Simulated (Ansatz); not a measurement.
**BiB: levels along high-symmetry lines**

```
B Bi
1.0
     0.00000    2.76199    2.76199
     2.76199    0.00000    2.76199
     2.76199    2.76199    0.00000
B Bi
1 1
Direct
  0.00000 0.00000 0.00000
  0.25000 0.25000 0.25000
```

Atom numbers follow the list: B1, Bi2.

The structure comes from a relaxation in the same program, started in the zincblende type, and has space group F-43m. Whether it is a known phase or the ground state wasn't checked.

Spin–orbit coupling is left out, though it moves levels of the heavy atoms by tenths of an eV or more.

Level of theory: Ansatz 0.2.0, DFT, PBE, all-electron LAPW, scalar-relativistic.

Numerical set-up: a Γ-centred 11×11×11 k mesh, Fermi–Dirac smearing of 0.05 eV, basis error target 0.5 meV/atom, no spin polarisation.

Points in fractions of the reciprocal vectors of this cell: Γ (0, 0, 0), X (-0.5, -0.5, 0), U (-0.375, -0.375, 0.25), K (-0.375, 0, 0.375), L (0, 0, 0.5), W (-0.5, -0.25, 0.25). The path joins them by straight lines in the order Γ–X–U–K–Γ–L–W–X; legs that retrace an earlier one aren't tabulated. Energies are in eV from the top of the valence band.

Is there a gap, and where are the band edges?

0.15 eV, direct at Γ (so small a gap may close at points that the mesh and path miss).

List the levels between -8 and 2.5 eV at the symmetry points.


Γ: 0.00 (×3), 0.15
X: -7.73, -3.39 (×2), 0.89, 0.98
U: -7.45, -4.73, -2.89, 1.31
K: -7.45, -4.73, -2.89, 1.31
L: -7.57, -1.57 (×2), 0.35
W: -7.43, -4.44, -4.05
